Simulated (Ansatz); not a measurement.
# Deforming LaTl

```xyz
2
Lattice="3.9360 0.0000 0.0000 0.0000 3.9360 0.0000 0.0000 0.0000 3.9360" Properties=species:S:1:pos:R:3 pbc="T T T"
La    0.0000    0.0000    0.0000
Tl    1.9680    1.9680    1.9680
```

Atom numbers follow the list: La1, Tl2.

The cell is COD entry 1523872, as deposited and not checked against the literature; nothing was relaxed.

Spin–orbit coupling is left out, though it moves levels of the heavy atoms by tenths of an eV or more.

These are results of DFT, PBEsol, all-electron PAW with datasets made for the crystal, scalar-relativistic (Ansatz 0.2.0), not measurements.

Numerical set-up: a Γ-centred 10×10×10 k mesh, Fermi–Dirac smearing of 0.05 eV, cutoff 260 eV (chosen by the program for this cell), no spin polarisation.

The unchanged cell is at -0.64 GPa.

In a metal, stresses and small energies carry noise from the k mesh.

x, y and z are the Cartesian axes of the cell as listed; fractional coordinates follow a strain, and an engineering shear is twice the off-diagonal strain component.

Problem. One change gave: energy change under 1 meV/atom; stress change (xx, yy, zz, yz, xz, xy) 0.01, 0.01, 0.01, 0.32, 0.32, 0.32 GPa, compression positive. Which change was it?
A. equal xy, yz and zx engineering shear strains of +1 %
B. equal xy, yz and zx engineering shear strains of -1 %
C. equal xy, yz and zx engineering shear strains of -2 %
D. equal xy, yz and zx engineering shear strains of +2 %

Solution. B. For equal xy, yz and zx engineering shear strains of -2 %: energy change +4 meV/atom; stress change (xx, yy, zz, yz, xz, xy) 0.05, 0.05, 0.05, 0.67, 0.67, 0.67 GPa, compression positive. For equal xy, yz and zx engineering shear strains of +1 %: energy change under 1 meV/atom; stress change (xx, yy, zz, yz, xz, xy) 0.01, 0.01, 0.01, -0.27, -0.27, -0.27 GPa, compression positive. For equal xy, yz and zx engineering shear strains of +2 %: energy change +3 meV/atom; stress change (xx, yy, zz, yz, xz, xy) 0.05, 0.05, 0.05, -0.50, -0.50, -0.50 GPa, compression positive.
